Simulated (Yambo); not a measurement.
Yambo input for K$_{2}$LiScF$_{6}$ (space group Fm-3m, No. 225) (a = b = c = 5.862 Å, α = β = γ = 60.00°), on PBEsol (pw.x of Quantum ESPRESSO, ONCV potentials, no spin-orbit coupling) wavefunctions on a 4×4×4 mesh:

```
optics
chi
dipoles
kernel
FFTGvecs= 40 Ry
Chimod= "HARTREE"
NGsBlkXd= 3 Ry
% QpntsRXd
 1 | 1 |
%
% BndsRnXd
 3 | 120 |
%
GrFnTpXd= "R"
% EnRngeXd
 0.0 | 20.0 | eV
%
% DmRngeXd
 0.2 | 0.2 | eV
%
CGrdSpXd= 50
ETStpsXd= 161
% LongDrXd
 1.0 | 0.0 | 0.0 |
%
```

First lines of the file o-*.eps_q1_inv_rpa_dyson:

```
Absorption @ Q(1):   1.00000000     0.00000000     0.00000000    [q->0 direction]
#
# [ X ] Hartree size     :   89
# [GEN] GF Energies     : Perdew, Burke & Ernzerhof SOL(X)+Perdew, Burke & Ernzerhof SOL(C)
# [GEN] Green`s Function     : Retarded
#
# [GEN] Gauge     : Length
# [GEN] [r,Vnl] included     : yes
#
#    E[1] [eV]     Im(eps)     Re(eps)     Im(eps_o)     Re(eps_o)
#
     0.000000     -0.24529E-09     2.127349     -0.23290E-18     2.314439
     0.125000     0.381768E-3     2.127468     0.488970E-3     2.314591
     0.250000     0.764284E-3     2.127826     0.979022E-3     2.315049
     0.375000     0.001148     2.128422     0.001471     2.315813
     0.500000     0.001535     2.129259     0.001967     2.316885
     0.625000     0.001924     2.130338     0.002467     2.318268
     0.750000     0.002317     2.131661     0.002972     2.319964
     0.875000     0.002715     2.133230     0.003484     2.321977
     1.000000     0.003118     2.135050     0.004005     2.324312
     1.125000     0.003528     2.137122     0.004534     2.326975
     1.250000     0.003945     2.139453     0.005074     2.329971
     1.375000     0.004370     2.142046     0.005627     2.333307
     1.500000     0.004804     2.144907     0.006193     2.336992
     1.625000     0.005249     2.148043     0.006774     2.341035
     1.750000     0.005706     2.151459     0.007372     2.345445
     1.875000     0.006175     2.155164     0.007990     2.350234
     2.000000     0.006658     2.159165     0.008628     2.355414
     2.125000     0.007157     2.163473     0.009290     2.360999
     2.250000     0.007672     2.168096     0.009977     2.367004
     2.375000     0.008207     2.173047     0.010693     2.373445
     2.500000     0.008762     2.178337     0.011440     2.380343
     2.625000     0.009340     2.183980     0.012222     2.387716
     2.750000     0.009942     2.189990     0.013043     2.395587
     2.875000     0.010572     2.196384     0.013906     2.403982
     3.000000     0.011232     2.203179     0.014816     2.412929
     3.125000     0.011925     2.210396     0.015779     2.422457
     3.250000     0.012654     2.218054     0.016799     2.432602
     3.375000     0.013424     2.226179     0.017885     2.443400
     3.500000     0.014238     2.234795     0.019043     2.454895
     3.625000     0.015102     2.243933     0.020283     2.467134
     3.750000     0.016020     2.253625     0.021614     2.480170
     3.875000     0.017000     2.263906     0.023049     2.494063
     4.000000     0.018049     2.274816     0.024601     2.508880
```
(The file goes on to the top of the energy range.) Convergence of the RPA response with its 4×4×4 mesh was not tested.

Geometry of the Materials Project entry, not relaxed at this level.

The structure is a Materials Project entry; no match was found in the copy of COD used, and its stability was not checked.
